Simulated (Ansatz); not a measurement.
Here is the system:

Starting cell, NaGa₄ (space group I4/mmm):

```yaml
crystal:
  lattice:
    - [-2.06135, 2.06135, 5.50309]
    - [2.06135, -2.06135, 5.50309]
    - [2.06135, 2.06135, -5.50309]
  atoms:
    - { symbol: Na, position: [0.00000, 0.00000, 0.00000] }
    - { symbol: Ga, position: [0.75000, 0.25000, 0.50000] }
    - { symbol: Ga, position: [0.25000, 0.75000, 0.50000] }
    - { symbol: Ga, position: [0.38976, 0.38976, 0.00000] }
    - { symbol: Ga, position: [0.61024, 0.61024, 0.00000] }
```

The atoms are displaced by Q × the pattern below (from a DFPT mode at Γ, largest move 1; Q in Å), at fixed cell.

```
atom      x      y       z
----  -----  -----  ------
Na1   0.000  0.000   0.408
Ga2   0.000  0.000  -1.000
Ga3   0.000  0.000  -1.000
Ga4   0.000  0.000   0.933
Ga5   0.000  0.000   0.933
```

Computed with LDA (plane waves to 420 eV, PAW, scalar-relativistic; Ansatz, a program for electronic structure). k mesh 16×16×16 (Γ-centred), Fermi-Dirac smearing 0.05 eV. Energies are smeared free energies. With partly filled bands, energies and forces of such displacements shift with the k mesh and the smearing. NaGa4 was relaxed with its symmetry unable to fall. ΔE is measured from the undisplaced structure.

The scan covers Q from -0.100 to 0.100 Å in 13 points.

Question: Which space group does the distorted structure have?

Answer: I4mm (No. 107), lowered from I4/mmm.

Question: Is the energy the same for equal positive and negative displacements?

Answer: Even: the same for both signs.

Question: What is the energy change at Q = 0.100 Å?

Answer: 172 meV/cell.

Question: What harmonic wavenumber does the curvature at Q = 0 give?

Answer: 188 cm⁻¹.

(For displaced atoms, the force is minus the slope of the energy, and its curvature is a force constant, which sets phonon frequencies.)
